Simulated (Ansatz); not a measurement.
The following input was run with Ansatz 0.2.0.

```yaml
crystal:
  lattice:
    - [-3.961706, -3.946228, 0.002905]
    - [0.005824, 3.937498, 3.968051]
    - [-3.941551, 3.928978, -3.965355]
  atoms:
    - { symbol: C, position: [0.5171792773, 0.0131124024, 0.9775288832] }
    - { symbol: C, position: [0.8333412577, 0.1744817774, 0.6481994081] }
    - { symbol: C, position: [0.6831809158, 0.3541022354, 0.3314761571] }
    - { symbol: C, position: [0.1550003694, 0.3254213866, 0.3387440434] }
    - { symbol: C, position: [0.5085395151, 0.4960630189, 0.0233958702] }
    - { symbol: C, position: [0.9935144747, 0.4927249964, 0.0108736345] }
    - { symbol: C, position: [0.6805115273, 0.823648793, 0.3452416679] }
    - { symbol: C, position: [0.1389339355, 0.8171232122, 0.3303576846] }
    - { symbol: C, position: [0.3638105842, 0.1845267121, 0.9321667456] }
    - { symbol: C, position: [0.8249601297, 0.1770243923, 0.8961779925] }
    - { symbol: C, position: [0.6836198247, 0.3254215202, 0.5594678462] }
    - { symbol: C, position: [0.1362887031, 0.3213017296, 0.5640006365] }
    - { symbol: C, position: [0.511937886, 0.5014698028, 0.2610659184] }
    - { symbol: C, position: [0.9904189698, 0.4941575594, 0.2478482505] }
    - { symbol: C, position: [0.3314905591, 0.6576458731, 0.9384061192] }
    - { symbol: C, position: [0.8221690139, 0.6347785128, 0.9421049148] }
    - { symbol: C, position: [0.6826273781, 0.861119398, 0.5767321074] }
    - { symbol: C, position: [0.164123039, 0.8299299702, 0.5599131793] }
    - { symbol: C, position: [0.9898850382, 0.9909655452, 0.2723697603] }
    - { symbol: Si, position: [3.3742e-05, 0.0008635244, 0.0062074943] }
    - { symbol: Si, position: [0.3369060009, 0.1715696104, 0.6582219693] }
    - { symbol: Si, position: [0.8330333142, 0.662839708, 0.6714591818] }
    - { symbol: Si, position: [0.3321797846, 0.6647039551, 0.6666649575] }
    - { symbol: Si, position: [0.5016864502, 0.997253827, 0.244512528] }
basis:
  ecutwfc: 420
kpoints:
  mp_grid: { grid: [7, 7, 5] }
hamiltonian:
  xc: pbe
scf:
  occupations: { method: gaussian, width: 0.02 }
  n_extra_bands: 12
output:
  forces: true
  stress: true
  eigenvalues: true
  populations: true
  dos:
    method: { smearing: { sigma: 0.1, scheme: gaussian } }
    projected: true
    de: 0.02
```

Run as
```bash
ansatz run input.yaml --threads 4 --pin off --max-ram 9216MiB --backend cpu --events-out ev --progress --plain --runs-dir out
```

Method: DFT PBE, scalar-relativistic, plane waves, PAW (Ansatz).

Abridged output (final results; tables in files aren't shown):

```
SCF 1 converged in 8 iterations: F = -7934.598724 eV  dr2 = 2.13e-8
SCF converged after 8 iterations
Free energy (F): -7934.598724 eV
Harris-Foulkes:  -7934.598724 eV  (|F-HF|=2.30e-9)
Internal energy: -7934.598724 eV  (E = F + TS)
E sigma→0 (E₀):  -7934.598724 eV
Fermi energy:    12.531236 eV
--- Per-component energies (eV) ---
  E_band       = 351.276849
  E_kinetic    = 1933.293554
  E_local      = -1571.031661  (includes V_loc(G=0)·N_el)
  E_nonlocal   = 635.190603
  E_hartree    = 434.889978
  E_xc         = -1200.467976
  E_vxc        = -1381.192660  (∫ρ·V_xc dr)
  E_paw        = -4446.617835  (= ΣΔE_a)
  E_vpaw       = -134.763324  (= ΣTr[D̂ρ^β])
  E_aug_tail   = 0.000177  (compensation charges beyond the density's cutoff)
  E_ewald      = -3719.855564
  E_smearing   =  0.000000  (= −TS)
--- Forces (eV/Å), atoms counted from 1 ---
  atom   1  C     -0.01068856    -0.01504461     0.00314859
  atom   2  C     -0.00913643     0.01027717     0.00557844
  atom   3  C     -0.01143827     0.00198762     0.00594262
  atom   4  C      0.01804192    -0.00923592    -0.00316626
  atom   5  C     -0.00061804     0.00712380    -0.00212103
  atom   6  C      0.00357760    -0.00631699    -0.00077976
  atom   7  C     -0.01033018     0.01201142     0.01041633
  atom   8  C     -0.00942315    -0.00250201     0.01518456
  atom   9  C      0.00738866    -0.01630740    -0.00086650
  atom  10  C      0.00392215     0.00821700     0.00276270
  atom  11  C      0.01206435    -0.02300550    -0.00592499
  atom  12  C      0.00434086    -0.01153498     0.00207291
  atom  13  C     -0.00852765    -0.00369903     0.01815267
  atom  14  C      0.00192090     0.00270526    -0.00163403
  atom  15  C      0.00775017     0.01658349    -0.00334207
  atom  16  C      0.00624019    -0.00178114    -0.00193935
  atom  17  C      0.00776109     0.00709282    -0.00803220
  atom  18  C      0.00277716    -0.00401898     0.00170561
  atom  19  C      0.01091341    -0.00741135    -0.00504150
  atom  20  Si    -0.00798106     0.00674045     0.01039746
  atom  21  Si    -0.01546077     0.02209567    -0.00505447
  atom  22  Si     0.00747665     0.02307911    -0.02452538
  atom  23  Si    -0.01711121    -0.00370295    -0.00598533
  atom  24  Si     0.00649554    -0.01331639    -0.00700494
--- Stress (GPa, compression-positive) ---
       -0.175462      -0.006280       0.051501
       -0.006275      -0.163287      -0.079639
        0.051495      -0.079638      -0.079251
  P = ⅓ Tr σ = -0.1393 GPa (-1.393 kbar)
--- Band table (eV; the first three rows and the last of 123) ---
  k-point 0: bands = ["-7.4413", "-5.3649", "-4.7520", "-3.4770", "-3.3383", "-2.9094", "-2.7509", "-2.6411", "-1.7840", "-0.6159", "-0.5568", "-0.5397", "0.1518", "0.5081", "0.6632", "0.8475", "1.0081", "1.2660", "1.6265", "2.2755", "2.4536", "3.1863", "3.9056", "5.6251", "5.7308", "5.8357", "5.9866", "6.0661", "6.2534", "6.3719", "6.4478", "6.9804", "7.1995", "7.3099", "7.4771", "7.7688", "7.8418", "8.1978", "8.5084", "8.6508", "9.2566", "9.3756", "9.9069", "10.1461", "10.1862", "11.2201", "11.8316", "11.9624", "13.1001", "13.5657", "14.0510", "14.1067", "14.6034", "14.6972", "15.3970", "15.6143", "15.7767", "16.0605", "16.4760", "16.5176"]
  k-point 1: bands = ["-7.3501", "-5.8875", "-4.1953", "-3.4616", "-3.3088", "-2.8748", "-2.7135", "-2.5723", "-1.7598", "-1.2532", "-0.8256", "-0.2900", "0.1511", "0.4847", "0.7175", "0.7833", "1.1654", "1.4707", "1.7252", "2.0417", "2.7603", "3.1234", "4.8935", "5.2672", "5.4183", "5.4550", "5.7448", "5.8947", "6.0224", "6.2419", "6.4488", "6.9169", "7.0912", "7.2529", "7.4056", "7.6575", "8.1998", "8.4581", "8.7388", "9.0666", "9.2821", "9.3771", "9.9410", "10.1631", "10.3039", "10.7168", "11.7862", "11.9017", "13.2282", "13.7988", "14.2539", "14.4511", "14.7927", "14.9437", "15.2437", "15.4312", "15.6789", "15.8399", "16.5174", "16.5969"]
  k-point 2: bands = ["-7.1063", "-6.4653", "-3.6894", "-3.4023", "-3.1913", "-2.8228", "-2.6640", "-2.4628", "-1.8288", "-1.4861", "-1.1967", "-0.5068", "0.0677", "0.2023", "0.5640", "0.7623", "1.3539", "1.6854", "2.0931", "2.2341", "3.4606", "3.9289", "4.4847", "4.7014", "4.8272", "5.0108", "5.4054", "5.8130", "5.9126", "6.1373", "6.5741", "6.8355", "7.0662", "7.1652", "7.2594", "8.1271", "8.4126", "8.8416", "8.9947", "9.2267", "9.2939", "9.5427", "9.8389", "9.9965", "10.2429", "10.4955", "11.7082", "11.8290", "13.4253", "14.1770", "14.4822", "14.5668", "14.8102", "15.0259", "15.1760", "15.6688", "15.9887", "16.2312", "16.6249", "16.6950"]
  k-point 122: bands = ["-6.7031", "-5.5482", "-5.1115", "-4.3208", "-3.7964", "-3.4896", "-3.1353", "-2.4959", "-1.6302", "-1.4668", "-0.9944", "-0.5219", "1.1022", "1.1414", "1.3227", "1.7843", "2.2081", "2.6858", "2.9543", "3.2263", "3.8346", "4.0038", "4.2602", "4.3952", "4.7612", "5.2937", "5.5310", "5.7369", "5.8899", "6.0307", "6.0912", "6.3605", "6.5434", "6.7133", "6.7984", "7.1769", "7.2415", "7.5128", "7.7250", "8.1735", "8.4328", "8.7581", "9.0295", "9.5172", "9.7288", "10.0301", "10.4205", "11.1559", "14.3232", "14.7164", "15.1549", "15.5228", "15.8541", "16.1992", "16.4700", "16.6394", "16.8718", "17.2060", "17.2585", "17.4607"]
--- Löwdin populations: 24 sites ---
  site symbol q [e]
     0      C      4.2492
     1      C      3.9413
     2      C      4.2369
     3      C      3.9926
     4      C      3.9494
     5      C      3.9690
     6      C      4.2320
     7      C      4.2077
     8      C      4.4923
     9      C      4.2494
    10      C      4.5116
    11      C      4.5073
    12      C      3.9963
    13      C      3.9857
    14      C      4.2763
    15      C      4.4997
    16      C      4.5128
    17      C      4.7833
    18      C      4.2400
    19     Si      2.9292
    20     Si      2.9254
    21     Si      2.9237
    22     Si      2.9106
    23     Si      2.8924
  spilling = 0.006105 (of n_electrons = 96.000000)
```

The run converged.

It took 71 s on 4 threads of Intel(R) Xeon(R) Platinum 8259CL CPU @ 2.50GHz (Skylake/Cascade Lake), with other jobs on the host, peak memory 1.3 GiB.